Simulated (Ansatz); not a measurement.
**Zone-centre phonons of MgO at 18 GPa: input and output**

The calculation used DFT LDA, scalar-relativistic, plane waves, PAW (Ansatz).

Launched with:
```bash
ansatz run input.yaml --threads 1 --pin off --max-ram 3072MiB --backend cpu --events-out ev --progress --plain --runs-dir out
```

Input (bare energies are in eV):
```yaml
crystal:
  lattice:
    - [0.0, 2.0200642556, 2.0200642556]
    - [2.0200642556, 0.0, 2.0200642556]
    - [2.0200642556, 2.0200642556, 0.0]
  atoms:
    - { symbol: Mg, position: [0.0, 0.0, 0.0] }
    - { symbol: O, position: [0.5, 0.5, 0.5] }
basis:
  ecutwfc: 420
kpoints:
  mp_grid: { grid: [10, 10, 10] }
hamiltonian:
  xc: lda
scf:
  occupations: { method: fixed }
output:
  eigenvalues: true
phonons:
  method: dfpt
  dielectric: true
  rigid_motions: translations
  eigenvectors: true
```

The end of the output:
```
--- Phonons (Γ-DFPT): 2 representative perturbations + reference, on 102 of 1000 k-points (Σ response iterations 6) ---
  k mesh reduced under 8 symmetry operations, with k and −k counted as one. Each operation leaves every solved perturbation unchanged. A smaller set is not considered because the run solves the response ...
  ASR residual: 6.538e-5 → 0.000e0 eV/Å²; symmetrization residual: 1.622e-6 eV/Å²
  ASR residual per site (eV/Å²): 6.54e-5 2.14e-5
  Γ frequencies (cm⁻¹): 0.00 0.00 0.00 493.26 493.26 493.26
  ε∞ (high-frequency dielectric tensor):
        3.101503    -0.000000     0.000000
        0.000000     3.101503    -0.000000
        0.000000     0.000000     3.101503
  ε⁰ (static dielectric tensor: ions relaxed, cell fixed):
        7.842605    -0.000000     0.000000
       -0.000000     7.842605    -0.000000
        0.000000     0.000000     7.842605
  ε⁰ − ε∞ (ionic part):
        4.741102    -0.000000     0.000000
       -0.000000     4.741102     0.000000
        0.000000     0.000000     4.741102
  softest optical mode at Γ: 493.26 cm⁻¹; the repairs (sum rule, projections) moved no ω² at Γ by more than (0.95 cm⁻¹)²
  Born effective charges Z* (e; rows j = field, columns β = displacement):
    site 0:
         1.93104   -0.00000    0.00000
         0.00000    1.93104    0.00000
         0.00000   -0.00000    1.93104
    site 1:
        -1.93104    0.00000   -0.00000
         0.00000   -1.93104   -0.00000
         0.00000    0.00000   -1.93104
  Z* charge neutrality: 9.621e-6 e pre-enforcement
  k-mesh period / interband length: 28.6 Å / 1.25 Å = 22.93 at k = (0.0000, 0.0000, 0.0000), direct gap 5.973 eV — 14 or more, which is no proof of convergence
  optical modes at Γ without the LO–TO term, one row a degenerate level:
      ω (cm⁻¹) modes IR ((D/Å)²/amu)
        493.26      3            26.7500
  optical modes at Γ + LO–TO along q̂ = [1.0000, 0.0000, 0.0000]:
      ω (cm⁻¹) modes IR ((D/Å)²/amu)
        493.26      2            17.8334
        784.37      1             8.9167
  optical modes at Γ + LO–TO along q̂ = [0.0000, 1.0000, 0.0000]:
      ω (cm⁻¹) modes IR ((D/Å)²/amu)
        493.26      2            17.8334
        784.37      1             8.9167
  optical modes at Γ + LO–TO along q̂ = [0.0000, 0.0000, 1.0000]:
      ω (cm⁻¹) modes IR ((D/Å)²/amu)
        493.26      2            17.8334
        784.37      1             8.9167
```

The run took 3.5 s on 1 thread of AMD EPYC 9R45 96-Core Processor (Zen 5), with other jobs on the host, peak memory 0.39 GiB.